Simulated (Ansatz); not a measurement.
The slice is one period of a {100} plane through atoms; its size isn't given.

The numbers are results of PBEsol (plane waves to 420 eV, PAW, scalar-relativistic; Ansatz, a program for electronic structure), not measurements. These are valence fields of a PAW run, semicore shells included where kept as valence: close to a nucleus they are smooth pseudo fields.

```
|@@@%#*+=---:::::::::::---=+*#%@@|
|@@%%#*+=---:::::::::::---=+*#%%@|
|%%%#*++=--:::::::::::::--=++*#%%|
|###**+=---:::::::::::::---=+**##|
|***++==--:::::::::::::::--==++**|
|++++==--:::::::::::::::::--==+++|
|====---:::::.........:::::---===|
|------::::.............::::-----|
|-----::::...............::::----|
|---:::::......     ......:::::--|
|:::::::.....         .....::::::|
|:::::::....           ....::::::|
|:::::::....           ....::::::|
|:::::::...             ...::::::|
|:::::::...             ...::::::|
|:::::::...             ...::::::|
|:::::::...             ...::::::|
|:::::::...             ...::::::|
|:::::::....           ....::::::|
|:::::::....           ....::::::|
|:::::::.....         .....::::::|
|---:::::......     ......:::::--|
|-----::::...............::::----|
|------::::.............::::-----|
|====---:::::.........:::::---===|
|++++==--:::::::::::::::::--==+++|
|***++==--:::::::::::::::--==++**|
|###**+=---:::::::::::::---=+**##|
|%%%#*++=--:::::::::::::--=++*#%%|
|@@%%#*+=---:::::::::::---=+*#%%@|
|@@@%#*+=---:::::::::::---=+*#%@@|
|@@@%#*+=---:::::::::::---=+*#%@@|
```
Scale: ten equal steps from -1.79 (start of ' ') to 1.85 (end of '@'), in the order ' .:-=+*#%@'. Values: log₁₀ of the valence density in e/Å³. The map has 32 points along u (one character each, u = 0 at the left) and 32 along v (v = 0 in the bottom row). The scale is logarithmic, as a density can span decades between atoms and voids.

```
|xxxxx54332345789998754323345xxxx|
|xxxx7543323456889876543233457xxx|
|xxxx6443223346788876433223446xxx|
|xx76543322334567776543322334567x|
|65544333222334556554332223334455|
|44443332222233444443322222333444|
|33333322222222333332222222233333|
|33322222221111222221111222222233|
|22222222211111111111111122222222|
|33333222111000000000001112223333|
|44433322110000000000000112233344|
|55544332110000000000000112334455|
|77665432110000000000000112345667|
|88876543210000000000000123456778|
|99887543210000000000000123457889|
|99987643210000000000000123467899|
|99887543210000000000000123457889|
|88876543210000000000000123456778|
|77665432110000000000000112345667|
|55544332110000000000000112334455|
|44433322110000000000000112233344|
|33333222111000000000001112223333|
|22222222211111111111111122222222|
|33322222221111222221111222222233|
|33333322222222333332222222233333|
|44443332222233444443322222333444|
|65544333222334556554332223334455|
|xx76543322334567776543322334567x|
|xxxx6443223346788876433223446xxx|
|xxxx7543323456889876543233457xxx|
|xxxxx54332345789998754323345xxxx|
|xxxxx64332345789998754323346xxxx|
```
Scale: ten equal steps from 0.01 (start of '0') to 0.44 (end of '9'), in the order '0123456789'. Values: electron localisation function (ELF). The map has 32 points along u (one character each, u = 0 at the left) and 32 along v (v = 0 in the bottom row). Points within 0.5 Å of a nucleus are blanked (x), as the pseudised field means little there.

Q: Which relaxed crystal do these maps come from?
A. AgI (zinc blende)
B. GaAs (zinc blende)
C. CuCl (zinc blende)

A: C, CuCl (zinc blende). Atoms on the slice: Cu at (0.00, 0.00)

All were relaxed with their symmetry unable to fall. CuCl is run without spin polarisation. Spin-orbit coupling is left out.
